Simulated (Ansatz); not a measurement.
## YSe: settings compared (Ansatz)

The command:

```bash
ansatz run input.yaml --threads 1 --pin off --max-ram 2560MiB --backend cpu --events-out ev --progress --plain --runs-dir out
```

Input:

```yaml
crystal:
  lattice:
    - [0.0, 2.888058, 2.888058]
    - [2.888058, 0.0, 2.888058]
    - [2.888058, 2.888058, 0.0]
  atoms:
    - { symbol: Se, position: [0.0, 0.0, 0.0] }
    - { symbol: "Y", position: [0.5, 0.5, 0.5] }
  symmetry: { tolerance: 0.0003 }
kpoints:
  mp_grid: { grid: [5, 5, 5], shift: [0, 0, 0] }
magnetization:
  spin_polarized: false
scf:
  occupations: { method: fermi_dirac }
hamiltonian:
  pseudopotentials: { kind: paw }
  xc: r2scan
basis:
  ecutwfc: 500
output:
  forces: true
  stress: true
  eigenvalues: true
```

Origin of the cell: a database entry, scaled a little.

The smearing width isn't typed, so it takes its default of 0.1 eV.

Output of this run (shortened):

```
Pseudopotentials: kind: paw
Pseudopotential: Se, paw, valence charge 16, recommended cutoff 500 eV (meta_gga), Se.paw.azcp
Pseudopotential: Y, paw, valence charge 11, recommended cutoff 500 eV (meta_gga), Y.paw.azcp
Functional definition: r2SCAN
  exchange = r2scan_x(k0 = k0, k1 = k1, a1 = a1)
  correlation = r2scan_c
Crystal: 2 atoms, lattice volume = 48.178 Å³
Basis set: ecut = 500 eV, 1243 PW (Γ), exchange–correlation on 120×120×120 points (64 copies of the dense FFT grid, shifted against one another)
Bands: 18, of which v1, the nominal top of the filled ones, is band 14 counted from 1 (13 counted from 0)
Symmetry: 48 space group operations
Space group: Fm-3m (ITA 225), of the structure as read, at distance tolerance 1.1e-3 Å
[… 7 lines left out …]
Initial density: superposition of atomic densities (neutral atoms: chi_scale 0, normalization atom), corrected by the library's trained network
Functional: x = r2scan, c = r2scan; τ floored in thin density (d = 2e-4 eV/Å³)
SCF iter   1: F=—  HF=-9341.875197 eV  Δρ=6.03e-3  dr2=2.96e-2  dr2_τ=9.72e-3
SCF iter   2: F=—  HF=-9341.918711 eV  Δρ=2.44e-3  dr2=1.30e-3  dr2_τ=8.01e-4  defer=12
SCF iter   3: F=—  HF=-9341.919026 eV  Δρ=1.26e-3  dr2=3.49e-4  dr2_τ=1.58e-5  defer=12
SCF iter   4: F=—  HF=-9341.919210 eV  Δρ=3.50e-4  dr2=3.02e-5  dr2_τ=2.48e-6  defer=12
SCF iter   5: F=—  HF=-9341.919209 eV  Δρ=6.39e-5  dr2=2.30e-6  dr2_τ=8.69e-8  defer=12
SCF iter   6: F=—  HF=-9341.919208 eV  Δρ=3.70e-5  dr2=9.26e-7  dr2_τ=1.91e-8  defer=12
SCF iter   7: F=-9341.919208 eV  HF=-9341.919208 eV  Δρ=9.75e-6  dr2=6.40e-8  dr2_τ=5.92e-10
SCF 1 converged in 7 iterations: F = -9341.919208 eV  dr2 = 6.40e-8
SCF converged after 7 iterations
Free energy (F): -9341.919208 eV
Harris-Foulkes:  -9341.919208 eV  (|F-HF|=2.29e-8)
Internal energy: -9341.881484 eV  (E = F + TS)
E sigma→0 (E₀):  -9341.900346 eV
Entropy (-TS):   -0.037724 eV (-18.862 meV/atom)
Fermi energy:    12.803430 eV
--- Per-component energies (eV) ---
  E_band       = -460.573954
  E_kinetic    = 426.930096
  E_local      = -2920.167508  (includes V_loc(G=0)·N_el)
  E_nonlocal   = -546.178019
  E_hartree    = 1367.370314
  E_xc         = -268.678466
  E_vxc        = -330.661866  (∫ρ·V_xc dr)
  E_paw        = -4766.571236  (= ΣΔE_a)
  E_vpaw       = 157.642608  (= ΣTr[D̂ρ^β])
  E_aug_tail   = -0.000202  (compensation charges beyond the density's cutoff)
  E_vtau       = 17.128455  (kinetic-family band-sum trace: ∫τ·v_τ [+ j·A + Jᵃ·Aᵃ] dr)
  E_ewald      = -2632.667739
  E_core_change = -1.918724  (= ΣΔE_core)
  E_smearing   = -0.037724  (= −TS)
  Σ components = -9341.919208   (vs F -9341.919208, Δ=0.00e0)
--- Forces (eV/Å), atoms counted from 1 ---
  atom   1  Se    -0.000000     0.000000     0.000000
  atom   2  Y      0.000000    -0.000000    -0.000000
  max |Σ_I F_I| component: 0.0 eV/Å
--- Stress (GPa, compression-positive) ---
       -0.652246       0.000000       0.000000
        0.000000      -0.652246      -0.000000
        0.000000      -0.000000      -0.652246
  P = ⅓ Tr σ = -0.6522 GPa (-6.522 kbar)
```

The same input was run again with these changes:

1. `scf.n_extra_bands` default → 4; `scf.occupations.method` fermi_dirac → methfessel_paxton; `scf.occupations.width` default → 0.3
2. `scf.convergence.dr2_threshold` default → 1.0e-06; `scf.occupations.method` fermi_dirac → tetrahedron_uncorrected; `hamiltonian.hubbard` default → { sites: [{ species: "Y", l: d, u_eff: 1.0 }], double_counting: fll }
3. `kpoints.mp_grid.shift` [0, 0, 0] → [0.5, 0.5, 0.5]; `basis.ecutwfc` 500 → "350 eV"; `scf.algorithm` default → density_mixing
4. `scf.algorithm` default → direct_min

| run | end | SCF iterations | P (GPa) | max force component (eV/Å) | gap on mesh (eV) | moment (μB) | ΔE(σ→0) (meV/atom) |
| --- | --- | --- | --- | --- | --- | --- | --- |
| base | converged | 7 | -0.65 | 0.000 | – | – | 0 |
| 1 | converged | 7 | -0.67 | 0.000 | – | – | 0.40 |
| 2 | converged | 7 | 1.39 | 0.000 | – | – | – |
| 3 | converged | 7 | -0.63 | 0.000 | – | – | 8.53 |
| 4 | converged | 5 | -0.65 | 0.000 | – | – | 0.00 |

Energies are compared only where functional, datasets, charge and starting cell are the same.

Not properties of the system: run 3 (too coarse or loose: `basis.ecutwfc` = "350 eV").

Caveats of the base run: no moments, though an odd count or open d shells may carry them; the k mesh is coarse if the cell is a metal.

Run 1: wide smearing.
Run 2: the SCF threshold is loose for forces.
Run 3: the cutoff lies below the datasets' advice; the k mesh keeps only part of the crystal's symmetry.

The base run ran for 2.8 s on 1 thread of Intel(R) Xeon(R) Platinum 8375C CPU @ 2.90GHz (Ice Lake), on a shared host, peak memory 0.46 GiB, from the program's own first density.
